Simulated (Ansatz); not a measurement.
NaCl (rock salt) is sheared across one {110} plane: the third cell vector gains the shift, so faults repeat every 6.0 Å. The cut lies between planes 2.01 Å apart; the cell height is held.

```xyz
6
Lattice="4.0273 0.0000 0.0000 0.0000 5.6955 0.0000 2.0137 2.8478 6.0410" Properties=species:S:1:pos:R:3 pbc="T T T"
Cl     1.6781     2.3731     5.0342
Cl     1.6781     2.3731     1.0068
Cl     3.6917     5.2209     3.0205
Na     1.6781     5.2209     5.0342
Na     1.6781     5.2209     1.0068
Na     3.6917     2.3731     3.0205
```

In-plane vectors a = (4.027, 0.000) Å, b = (0.000, 5.696) Å, area 22.94 Å². The shift is s times the vector b (length 5.696 Å), so s = 1 restores the start. The shift is rigid: no atom relaxes. γ = [E(shift) − E(0)] / area.

Method: PBE (plane waves to 420 eV, PAW, scalar-relativistic; Ansatz, a first-principles code). k mesh 7×7×7 (Γ-centred), Fermi-Dirac smearing 0.05 eV. E is the zero-smearing estimate. Stress and pressure are positive under compression. Faults lie only 6.0 Å apart, and holding the cell height and the atoms raises γ above its relaxed value. NaCl was relaxed with its symmetry unable to fall. γ is measured from zero shift.

```csv
shift (Å),γ (meV/Å²),σ normal to the fault (GPa)
0.000,0,0.0
0.475,5,-0.1
0.949,21,-0.1
1.424,48,0.5
1.898,82,2.1
2.373,113,3.9
2.848,126,4.8
3.322,113,3.9
3.797,82,2.1
4.272,48,0.5
4.746,21,-0.1
5.221,5,-0.1
```

Derived quantities:

The highest computed γ on the line is 2.02 J/m². The steepest slope dγ/d(shift) before the first maximum (spline) comes out as 12 GPa. Position of the highest point: s = 0.500. Local minima between the ends: no computed point is one.

(The slope of γ gives the shear force per area between the displaced halves; near zero shift its curvature is an elastic stiffness.)
